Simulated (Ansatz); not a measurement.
AsRu (CsCl type) under strong compression

```xyz
2
Lattice="3.0404 0.0000 0.0000 0.0000 3.0404 0.0000 0.0000 0.0000 3.0404" Properties=species:S:1:pos:R:3 pbc="T T T"
Ru    0.0000    0.0000    0.0000
As    1.5202    1.5202    1.5202
```

The cell comes from a relaxation on PAW files under the same functional, begun from a prototype that needn't be the stable phase.

Its volume is scaled at fixed shape and fractional positions.

All numbers are PBEsol results (scalar-relativistic) from Ansatz 0.2.0, with a Γ-centred 14×14×14 k mesh, Fermi–Dirac smearing of 0.1 eV, no spin polarisation. Methods: LAPW: all electrons, basis error target 1 meV/atom; PAW: frozen-core files, cutoff 420 eV; crystal datasets: all electrons, by PAW datasets that the program makes for each cell; norm-conserving: pseudopotentials, cutoff 1143 eV; PAW (cutoff 250 eV): frozen-core files, cutoff 250 eV.

Energies are extrapolated to zero smearing and count from the unscaled cell; pressure is positive in compression; gaps take the mesh and a band path. No temperature or zero-point motion is included.

The PAW files were made under PBE.

```tsv
V/V0	V (Å³/atom)	P LAPW (GPa)	ΔE LAPW (eV/atom)	P PAW − LAPW (GPa)	ΔE PAW − LAPW (meV/atom)
1.00	14.05	-0.01	0.000	0.01	0.0
0.95	13.35	12.66	0.026	0.01	0.1
0.85	11.94	52.6	0.293	-0.01	0.1
0.75	10.54	126.2	?	-0.03	0.0
0.65	9.13	264.0	?	-0.05	-0.4
0.55	7.73	536.8	6.056	0.00	-0.8
0.45	6.32	1118	12.970	1.60	3.2
0.40	5.62	1655	18.962	4.76	16.4
```

Task: Give the missing entry: row "0.65", column "ΔE LAPW (eV/atom)".

Result: 2.687.

Task: Give the missing entry: row "0.75", column "ΔE LAPW (eV/atom)".

Result: 1.042.

Task: Fit the Vinet equation to the LAPW pressures over the whole range, with residuals weighted by 1/(|P| + 0.03·Pmax).

Result: V0 = 14.06 Å³/atom, B0 = 210 GPa and B0′ = 5.26, and the fit misses no point by more than 8.7 GPa. A fit over so wide a range pins B0 less well than one near rest.

Task: At the smallest volume, how far do crystal datasets and norm-conserving and PAW (cutoff 250 eV) lie from LAPW in pressure?

Result: crystal datasets: +0.01 GPa; norm-conserving: +12.28 GPa; PAW (cutoff 250 eV): +70.14 GPa, on a LAPW pressure of 1655 GPa.

Task: How do the Löwdin populations by LAPW change from the unscaled cell to the last row?

Result: Ru 4s 1.97 → 1.85, Ru 5s 0.53 → 0.45, Ru 4p 5.99 → 5.96, Ru 4d 7.44 → 8.22, As 3s 1.99 → 1.95, As 4s 1.65 → 1.15, As 4p 3.27 → 3.22 electrons an atom. These are projections on the shells that the free atoms fill; 0.15 e a cell lies outside them at the start and 0.25 e at the end.
